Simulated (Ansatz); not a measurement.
## Data sheet: ZrGeSe (DFT)

ZrGeSe:
```cif
data_Ge2Se2Zr2
_chemical_formula_sum 'Zr2 Ge2 Se2'
_space_group_name_H-M_alt 'P 1'
_space_group_IT_number 1
_cell_length_a 3.72105
_cell_length_b 3.72105
_cell_length_c 8.35776
_cell_angle_alpha 90.000
_cell_angle_beta 90.000
_cell_angle_gamma 90.000
loop_
_space_group_symop_operation_xyz
  'x, y, z'
loop_
_atom_site_label
_atom_site_type_symbol
_atom_site_fract_x
_atom_site_fract_y
_atom_site_fract_z
_atom_site_occupancy
Zr1 Zr 0.00000 0.50000 0.73892 1
Zr2 Zr 0.50000 0.00000 0.26108 1
Ge1 Ge 0.00000 0.00000 0.00000 1
Ge2 Ge 0.50000 0.50000 0.00000 1
Se1 Se 0.50000 0.00000 0.62271 1
Se2 Se 0.00000 0.50000 0.37729 1
```

Space group P4/nmm (No. 129); conventional cell a = 3.7211 Å, b = 3.7211 Å, c = 8.3578 Å, α = 90.00°, β = 90.00°, γ = 90.00°.

Method: plane-wave PAW r²SCAN (Ansatz code). Structure relaxed to zero pressure with the same functional. Other levels are named where they apply.

**Cell and energy**

```json
{
 "volume_per_atom": "19.29 Å³",
 "density": "6.97 g/cm³",
 "Formation energy from the elements (no fitted shifts)": "-1.18 eV/atom"
}
```

**Electronic structure**

```json
{
 "electronic_character": "metallic (no gap)",
 "Density of states at the Fermi level": "0.04 states/eV per atom (mean over ±0.08 eV)"
}
```

The first step of the workflow began from a Materials Project structure, measured or hypothetical; the Crystallography Open Database files this formula in space group No. 129, but the cells were not matched. Its standing as an ambient phase is unchecked. The r²SCAN relaxation kept the symmetry of its start; its stability against distortions is not shown here. No spin polarisation was allowed. A small band overlap can be real or an error of a semilocal functional. The references are the lowest solids computed at this level, not always the standard phases. Scalar-relativistic: spin–orbit coupling is off unless named, which matters more the heavier the elements.

Potentials: the later of the program's two PAW sets.
